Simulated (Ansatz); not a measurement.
ZrAl in space group Cmcm (No. 63; Zr on 4c, Al on 4c) at seven volumes, plane-wave PAW LDA (Ansatz code), shape and atoms relaxed at each. One row is withheld.

```csv
V (Å³/atom),P (GPa)
17.062,13.14
17.624,8.17
18.187,?
18.749,0.00
19.311,-3.32
19.874,-6.18
20.436,-8.65
```

Question: Fit the shown pressures and predict the withheld one.

Answer: Third-order Birch–Murnaghan: P = (3/2)B₀(x^(7/2) − x^(5/2))[1 + (3/4)(B′ − 4)(x − 1)] with x = (V₀/V)^(2/3). Least squares on the six rows gives V₀ = 18.748 Å³/atom, B₀ = 117.7 GPa, B′ = 3.64. At V = 18.187, x = 1.0205 and P = 3.78 GPa. The run itself gave 3.81 GPa.

The first step of the workflow began from a Materials Project structure, measured or hypothetical; the Crystallography Open Database copy checked does not list it. Its standing as an ambient phase is unchecked. The cell was relaxed with LDA under the symmetry of its start; whether a distortion lowers the energy is not shown. The run is not spin-polarised.

Potentials: the later of the program's two PAW sets.
